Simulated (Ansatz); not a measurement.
Relaxation of a relaxed TiC cell displaced along its unstable phonon at q = (½, 0, ½) of its primitive reciprocal cell (248i cm⁻¹), largest move 0.15 Å; 12 atoms in the cell, which starts as Immm (No. 71), oI24; a = 5.272 Å, b = 5.893 Å, c = 9.131 Å, α = β = γ = 90.00°. These are PBEsol (plane waves to 420 eV, PAW, scalar-relativistic; Ansatz, a program for electronic structure) values and carry that method's errors. Γ-centred k-mesh 11×11×11 on the run's cell (coarser than for final values), Fermi–Dirac smearing 0.05 eV. This is the first round of the run. 

The optimiser's lines from the output (shortened; P is positive under compression):

```
relax step   1: F+E_penalty+E_count = -16321.13226541 eV  Δ(F+E_penalty+E_count) = +0.000e0 eV  max|allowed force component| = 5.264e-1 eV/Å  Δτ_max = 0.0000 Å  P = -0.230 GPa  Ω = 141.843 Å³  (11 SCF iters, dr2 threshold 1.00e-7 eV, accepted)
relax step   2: F+E_penalty+E_count = -16321.57358040 eV  Δ(F+E_penalty+E_count) = -4.413e-1 eV  max|allowed force component| = 1.655e0 eV/Å  Δτ_max = 0.1950 Å  P = -0.656 GPa  Ω = 141.743 Å³  (6 SCF iters, dr2 threshold 1.20e-6 eV, accepted)
relax step   3: F+E_penalty+E_count = -16322.46520018 eV  Δ(F+E_penalty+E_count) = -8.916e-1 eV  max|allowed force component| = 2.718e0 eV/Å  Δτ_max = 0.1950 Å  P = -0.187 GPa  Ω = 141.613 Å³  (6 SCF iters, dr2 threshold 1.20e-6 eV, accepted)
relax step   4: F+E_penalty+E_count = -16323.49768493 eV  Δ(F+E_penalty+E_count) = -1.032e0 eV  max|allowed force component| = 1.393e0 eV/Å  Δτ_max = 0.1950 Å  P = +3.336 GPa  Ω = 141.345 Å³  (7 SCF iters, dr2 threshold 1.20e-6 eV, accepted)
relax step   5: F+E_penalty+E_count = -16323.58570565 eV  Δ(F+E_penalty+E_count) = -8.802e-2 eV  max|allowed force component| = 5.282e-1 eV/Å  Δτ_max = 0.0297 Å  P = +0.078 GPa  Ω = 144.576 Å³  (6 SCF iters, dr2 threshold 1.20e-6 eV, accepted)
relax step   6: F+E_penalty+E_count = -16323.34401542 eV  Δ(F+E_penalty+E_count) = +2.417e-1 eV  max|allowed force component| = 4.572e0 eV/Å  Δτ_max = 0.0666 Å  P = +4.417 GPa  Ω = 143.606 Å³  (7 SCF iters, dr2 threshold 1.20e-6 eV, rejected (line search))
relax step   7: F+E_penalty+E_count = -16323.60340008 eV  Δ(F+E_penalty+E_count) = -1.769e-2 eV  max|allowed force component| = 2.645e-2 eV/Å  Δτ_max = 0.0197 Å  P = -0.071 GPa  Ω = 144.914 Å³  (10 SCF iters, accepted)
relax step   8: F+E_penalty+E_count = -16323.60351882 eV  Δ(F+E_penalty+E_count) = -1.187e-4 eV  max|allowed force component| = 8.337e-3 eV/Å  Δτ_max = 0.0013 Å  P = +0.011 GPa  Ω = 144.863 Å³  (5 SCF iters, dr2 threshold 4.77e-8 eV, accepted)
relax step   9: F+E_penalty+E_count = -16323.60351801 eV  Δ(F+E_penalty+E_count) = +8.104e-7 eV  max|allowed force component| = 1.796e-3 eV/Å  Δτ_max = 0.0004 Å  P = +0.000 GPa  Ω = 144.870 Å³  (5 SCF iters, dr2 threshold 1.38e-9 eV, accepted)
relax step  10: F+E_penalty+E_count = -16323.60750506 eV  Δ(F+E_penalty+E_count) = -3.987e-3 eV  max|allowed force component| = 1.944e-3 eV/Å  Δτ_max = 0.0000 Å  P = +0.035 GPa  Ω = 144.870 Å³  stress off target by 5.08e-2 GPa  SCF on the basis re-selected at this cell (its energy is not comparable with the rows above)  (7 SCF iters)
relax step  11: F+E_penalty+E_count = -16323.60747441 eV  Δ(F+E_penalty+E_count) = +3.065e-5 eV  max|allowed force component| = 3.164e-4 eV/Å  Δτ_max = 0.0002 Å  P = +0.001 GPa  Ω = 144.904 Å³  (4 SCF iters, dr2 threshold 6.45e-9 eV, accepted)
relax step  12: F+E_penalty+E_count = -16323.60751155 eV  Δ(F+E_penalty+E_count) = -3.714e-5 eV  max|allowed force component| = 3.213e-4 eV/Å  Δτ_max = 0.0000 Å  P = +0.001 GPa  Ω = 144.904 Å³  stress off target by 2.20e-3 GPa  SCF on the basis re-selected at this cell (its energy is not comparable with the rows above)  (5 SCF iters)
```

From the first to the last row the energy changes by -0.21 eV/atom and the volume by +2.2 %. The last row is marked as not comparable with the walk above it, whose basis was carried along; it does compare with step 1, since both stand on a basis selected at the nominal cutoff for their own cell.

Step 6 was rejected by the optimiser.

Later rounds, restarted from the end of this one on a renewed k-mesh, logged 2 more steps and released under 0.01 eV/atom more. The final structure after all rounds: Immm (No. 71), oI24; a = 5.349 Å, b = 5.838 Å, c = 9.280 Å, α = β = γ = 90.00°. Between re-selections the logged energies stand on a plane-wave basis carried along with the cell. No spin polarisation in the result.

The run could not lose the symmetry of its start, so the end can be a saddle point.

The relaxed structure here is a generated cell of TiC: the first start was made by placing the elements on the sites of a structure type, and the end was not matched to a known phase here, so it may be hypothetical. Known forms of TiC include space group No. 225.
